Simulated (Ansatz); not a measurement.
Ta:
```cif
data_Ta
_chemical_formula_sum 'Ta1'
_space_group_name_H-M_alt 'P 1'
_space_group_IT_number 1
_cell_length_a 2.87431
_cell_length_b 2.87431
_cell_length_c 2.87431
_cell_angle_alpha 109.471
_cell_angle_beta 109.471
_cell_angle_gamma 109.471
loop_
_space_group_symop_operation_xyz
  'x, y, z'
loop_
_atom_site_label
_atom_site_type_symbol
_atom_site_fract_x
_atom_site_fract_y
_atom_site_fract_z
_atom_site_occupancy
Ta1 Ta 0.00000 0.00000 0.00000 1
```

Relaxed with PBE in the plane-wave PAW code Ansatz. Indices refer to the conventional cell of Im-3m, a = 3.319 Å, b = 3.319 Å, c = 3.319 Å, α = 90.00°, β = 90.00°, γ = 90.00°.

Task: Simulate the powder diffraction pattern (neutron, λ = 1.5401 Å; lines above 1 %) up to 2θ = 90°.

Result: Simulated powder pattern, neutron, λ = 1.5401 Å (kinematic, ideal powder, no thermal factors, coherent scattering alone; the 30 strongest lines at most, above 1 %, up to 2θ = 90°):

| 2θ (°) | d (Å) | I/Imax (%) | hkl |
|---|---|---|---|
| 38.31 | 2.347 | 100 | (110) |
| 55.29 | 1.659 | 27 | (200) |
| 69.27 | 1.355 | 77 | (211) |
| 82.03 | 1.173 | 31 | (220) |

The cell was relaxed with PBE under the symmetry of its start. The run is not spin-polarised. Scalar-relativistic: spin–orbit coupling is off unless named, which matters more the heavier the elements.

Potentials: the later of the program's two PAW sets.
